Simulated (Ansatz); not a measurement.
Input file for Ansatz (a program for electronic structure):

Ansatz 0.2 input:
```yaml
crystal:
  lattice:
    - [3.7782580743, 0.0, 0.0]
    - [-1.8891290371, 3.2720674744, 0.0]
    - [0.0, 0.0, 6.1075199493]
  atoms:
    - { symbol: Na, position: [0.3333333333, 0.6666666667, 0.25] }
    - { symbol: Na, position: [0.6666666667, 0.3333333333, 0.75] }
kpoints:
  mp_grid: { grid: [13, 13, 7] }
hamiltonian:
  xc: r2scan
  pseudopotentials: { kind: paw }
scf:
  occupations: { method: gaussian, width: 0.1 }
checkpoint: { read: metal.run }
output: { write_density: true, elf: true, volumetric_format: npy }
basis: { fft_grid_basis: typed }
```

Output (shortened):

```
Pseudopotential: Na, paw, valence charge 9
Functional definition: r2SCAN
Crystal: 2 atoms, lattice volume = 75.506 Å³
Basis set: ecut = 500 eV, 1883 PW (Γ), exchange–correlation on 120×120×180 points (64 copies of the dense FFT grid, shifted against one another)
Bands: 17, of which v1, the nominal top of the filled ones, is band 9 counted from 1 (8 counted from 0)
Symmetry: 24 space group operations
Space group: P63/mmc (ITA 194), of the structure as read, at distance tolerance 4.2e-5 Å
k-points: 84 of 1183
Stability of the state it starts from, as read at its close in the unpolarized treatment …
iter 1 solved again at ethr=4.90e-10 eV; its pass at ethr=3.10e-3 eV (dr2=8.83e-8 eV) is discarded
SCF iter   1: F=—  HF=-2977.229138 eV  |F-HF|=—  |Δ(HF+E_count)|=         —  Δρ=8.20e-8  dr2=9.49e-12  dr2_τ=1.80e-13  ethr=4.90e-10  ⟨swp⟩=3.9  Hψ=10807  notcnv=0
preconditioner: auto → Kerker (q_TF=auto, 2.148 Å⁻¹)
SCF iter   2: F=-2977.229138 eV  HF=-2977.229138 eV  |F-HF|=5.00e-12  |Δ(HF+E_count)|=  8.16e-10  Δρ=5.90e-8  dr2=4.43e-12  dr2_τ=4.12e-14  ethr=1.00e-12  ⟨swp⟩=4.1  Hψ=4116  notcnv=0
SCF 1 converged in 2 iterations: F = -2977.229138 eV  dr2 = 4.43e-12
SCF converged after 2 iterations
Free energy (F): -2977.229138 eV
Harris-Foulkes:  -2977.229138 eV  (|F-HF|=5.00e-12)
Internal energy: -2977.224841 eV  (E = F + TS)
E sigma→0 (E₀):  -2977.226990 eV
Entropy (-TS):   -0.004296 eV (-2.148 meV/atom)
Fermi energy:    1.673372 eV
--- Per-component energies (eV) ---
  E_band       = -505.742908
  E_kinetic    = 240.217433
  E_local      = -2902.130802  (includes V_loc(G=0)·N_el)
  E_nonlocal   = 231.795103
  E_hartree    = 1064.048782
  E_xc         = -71.442255
  E_vxc        = -107.523347  (∫ρ·V_xc dr)
  E_paw        = -535.504040  (= ΣΔE_a)
  E_vpaw       = -105.890688  (= ΣTr[D̂ρ^β])
  E_aug_tail   = -0.000002  (compensation charges beyond the density's cutoff)
  E_vtau       = 9.691818  (kinetic-family band-sum trace: ∫τ·v_τ [+ j·A + Jᵃ·Aᵃ] dr)
  E_ewald      = -1004.156525
  E_core_change = -0.052535  (= ΣΔE_core)
  E_smearing   = -0.004296  (= −TS)
  E_closure    =  0.000000  (closes the sum)
  Σ components = -2977.229138   (vs F -2977.229138, Δ=0.00e0)
  [band-id]    e_kinetic+e_local+e_nonlocal+2·e_hartree+e_vxc+e_vpaw+e_augmentation_tail+e_vtau = -505.742922   (vs E_band -505.742908, Δ=-1.33e-5)
--- Band table (eV; the first three rows and the last of 84) ---
  k-point 0: bands = ["-53.8436", "-53.8418", "-24.2727", "-24.2429", "-24.2429", "-24.2380", "-24.2380", "-24.2379", "-1.7790", "2.2300", "2.9053", "12.2516", "12.2516", "12.7048", "12.7048", "12.8286", "14.1834"]
  k-point 1: bands = ["-53.8435", "-53.8419", "-24.2710", "-24.2427", "-24.2427", "-24.2397", "-24.2383", "-24.2383", "-1.6880", "1.3944", "3.8971", "12.1731", "12.3182", "12.3182", "12.7485", "12.7485", "13.6983"]
  k-point 2: bands = ["-53.8433", "-53.8422", "-24.2662", "-24.2445", "-24.2420", "-24.2420", "-24.2389", "-24.2389", "-1.4158", "0.4513", "5.3084", "10.4171", "12.5068", "12.5068", "12.8557", "12.8557", "13.6822"]
  k-point 83: bands = ["-53.8416", "-53.8415", "-24.2654", "-24.2651", "-24.2581", "-24.2559", "-24.2447", "-24.2442", "3.1668", "3.6268", "4.1300", "4.4247", "5.3730", "5.5390", "11.1138", "12.2068", "12.5290"]
```

Cost: very roughly 4 core-seconds on shared cores.

Space group P6_3/mmc (hcp (Mg type)). The workflow started from a Materials Project entry (that database holds measured and hypothetical structures alike); the Crystallography Open Database files this formula in space group No. 194, but the cells were not matched. It is not the phase usual at ambient conditions (space group No. 229). The cell keeps a stress of up to 0.2 GPa. Symmetry was held in the r²SCAN relaxation; of distortions, only those at the zone centre were tested.

Potentials: the later of the program's two PAW sets.

Ansatz is a plane-wave DFT program.
